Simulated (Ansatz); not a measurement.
MgH₂ (rutile, space group No. 136), LDA in the plane-wave PAW code Ansatz. The conduction-band minimum lies on the A–Z line, 20 % of the way from A, with 4 equivalent valleys. Second derivatives d²E/dk² of the lowest band at one valley (eV·Å²), along Cartesian directions:

```
direction  d²E/dk²
---------  -------
[100]        16.26
[010]        16.26
[001]        16.26
[110]        11.92
[101]        16.25
[011]        16.25
```

Find the principal effective masses, the density-of-states mass and the conductivity mass.

Off-diagonal terms follow from H_xy = H[110] − (H_xx + H_yy)/2, and m*/mₑ = 7.620 eV·Å² over each eigenvalue: 0.37, 0.47, 0.64. One valley's DOS mass (m₁m₂m₃)^(1/3) = 0.48, conductivity mass 3/(Σ 1/mᵢ) = 0.47 mₑ.

What effective density of states Nc follows at 300 K for parabolic valleys?

Nc = 2.509e19 × 4 × (0.48)^(3/2) ≈ 3.3e19 cm⁻³.

With the computed static dielectric constant 10.7 (mean of the diagonal), estimate a hydrogenic donor's binding energy and radius.

E = 13.606 eV × 0.47/10.7² ≈ 56 meV; a = 0.529 Å × ε/m* ≈ 12 Å. Semilocal masses tend to be too small where the gap is.

Space group P4_2/mnm (rutile). Symmetry was held in the LDA relaxation; phonons on a q-mesh show no instability.

Potentials: the later of the program's two PAW sets.
